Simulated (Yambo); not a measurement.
A G0W0@PBEsol run in Yambo for Cs$_{2}$LiYCl$_{6}$ (space group Fm-3m, No. 225) (2×2×2 Γ-centred k mesh, bands 3 to 418 and a 7 Ry block in the screening, 418 bands in G with the Bruneval-Gonze terminator, plasmon pole fitted at 27.2 eV) gives these matrix elements, in eV, at the band edges (Γ → Γ):

```json
[
 {"state": "valence edge", "E0": "0.000", "<Vxc>": "-14.274", "<Σx>": "-18.724", "<Σc(E0)>": "2.279", "Z": "0.805"},
 {"state": "conduction edge", "E0": "4.828", "<Vxc>": "-11.673", "<Σx>": "-6.249", "<Σc(E0)>": "-3.747", "Z": "0.837"}
]
```

Solve the linearised quasiparticle equation for both states, give the gap, and say how exchange and correlation each act on it.

E = E0 + Z(Σx + Σc − Vxc). Valence: 0.000 + 0.805 × (-18.724 + (2.279) − (-14.274)) = -1.75 eV. Conduction: 4.828 + 0.837 × (-6.249 + (-3.747) − (-11.673)) = 6.23 eV. The gap is 7.98 eV, against 4.83 eV in PBEsol. Replacing Vxc by bare exchange alone would open it by 9.87 eV; correlation takes back 6.03 eV of that, and Z scales what is left. Nearest settings tried, and what they do to the gap: 149 bands in G: +43 meV; 187 bands in W: +51 meV; 6 Ry block (537 vectors against 645): -30 meV. Not varied: mesh. So the settings aren't converged at that level. The k mesh is coarse. 

Geometry of the Materials Project entry, not relaxed at this level; primitive cell a = 7.515 Å, b = 7.515 Å, c = 7.515 Å, α = 60.00°, β = 60.00°, γ = 60.00°.
